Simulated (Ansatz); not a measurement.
## Re: stiffness from a series of strains

```yaml
crystal:
  lattice:
    - [1.38392, 0.79901, 6.69861]
    - [-1.38392, 0.79901, 6.69861]
    - [0.00000, -1.59802, 6.69861]
  atoms:
    - { symbol: Re, position: [0.00000, 0.00000, 0.00000] }
    - { symbol: Re, position: [0.22217, 0.22217, 0.22217] }
    - { symbol: Re, position: [0.77783, 0.77783, 0.77783] }
```

Atoms are numbered in the order listed.

The cell is the one relaxed in the Materials Project (mp-975065), not relaxed further here; entries there can be hypothetical.

Spin polarisation is left out, and whether a magnetic state lies lower isn't shown here.

Spin–orbit coupling is left out, though it moves levels of the heavy atoms by tenths of an eV or more.

Theory: DFT, PBEsol, all-electron LAPW, scalar-relativistic (Ansatz 0.2.0).

Numerical set-up: a Γ-centred 15×15×15 k mesh, Fermi–Dirac smearing of 0.05 eV, basis error target 0.5 meV/atom, no spin polarisation.

The strain is applied along the Cartesian axes of the cell as listed (the other components stay zero). Fractional coordinates are held (clamped ions).

σ is the change of stress from the unstrained cell, which is at -6.41 GPa; tension is positive, so slopes are stress–strain coefficients at that pressure. In a metal the k mesh adds noise.

Only quantities that a quadratic follows smoothly over the whole series are listed; rougher ones are left out.

```tsv
εzz	σzz (GPa)	σxx (GPa)
-0.0300	-22.24	-7.14
-0.0200	-14.17	-4.62
0.0000	0.00	0.00
0.0100	6.26	2.11
0.0200	12.04	4.10
0.0300	17.27	5.99
```

Task: Fit the series and read off the stiffness at zero strain.

Result: Least-squares fits y = p0 + p1 x + p2 x² to the rows give σzz (GPa): p1 = 657, p2 = -2700; σxx (GPa): p1 = 219, p2 = -630. So C33 = 657 GPa and C13 = 219 GPa, for these axes.

Task: One run, at εzz = -0.0100, is withheld. Predict its row.

Result: The fits give -6.85, -2.26; the run gave -6.78, -2.24.
